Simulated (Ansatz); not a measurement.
**CO on several surfaces: where does it stick?**

Plane-wave DFT in Ansatz, PBE+D3(BJ), scalar-relativistic PAW potentials, cutoff 420 eV, no spin-orbit coupling; no spin polarisation. One CO on the relaxed slab of each surface, relaxed from 2 starts; the lowest end is kept. E_ads counts from the clean slab and the free molecule, negative is bound, no zero-point or thermal terms.

| surface | area per molecule (Å²) | slab thickness (Å) |
| --- | --- | --- |
| Ru (P6_3/mmc)(001), top plane Ru | 25 | 6.4 |
| Ag (Fm-3m)(111), top plane Ag | 29 | 4.7 |
| Rh (Fm-3m)(100), top plane Rh | 29 | 5.7 |

Task: Order the surfaces by binding, and say what becomes of the molecule.

Result:
| surface | E_ads (eV) | ends as | lowest atom over the slab (Å) |
| --- | --- | --- | --- |
| Rh (Fm-3m)(100), top plane Rh | -2.34 | one piece | 1.52 |
| Ru (P6_3/mmc)(001), top plane Ru | -2.15 | one piece | 1.89 |
| Ag (Fm-3m)(111), top plane Ag | -0.38 | one piece | 2.12 |

Task: What does that mean for selective growth or etching at 600 K?

Result: Where it stays in one piece the residence time is τ = 10⁻¹³ s × exp(−E_ads/k_BT): Rh (Fm-3m)(100), top plane Rh 10^7 s, Ru (P6_3/mmc)(001), top plane Ru 10^5 s, Ag (Fm-3m)(111), top plane Ag 10^-10 s. Times of over a second mean that it doesn't desorb within a process step: it stays, reacts or is displaced. The spread of 1.96 eV between the strongest and the weakest surface is 38 k_BT, which favours Rh (Fm-3m)(100), top plane Rh. Selectivity in a process also hangs on barriers, coverage, defects and the groups that really cover the surface; few starts were tried, so lower ends can exist.

Slabs are thin, meshes coarse (errors of a tenth or two of an eV), and their faces ideal or simply closed, not reconstructed as in a reactor.

Cost: about 170 core-minutes for the runs cited, on Arm Neoverse V2, Intel Xeon Platinum 8259CL (Skylake/Cascade Lake), Intel Xeon Platinum 8488C (Sapphire Rapids) (shared hosts).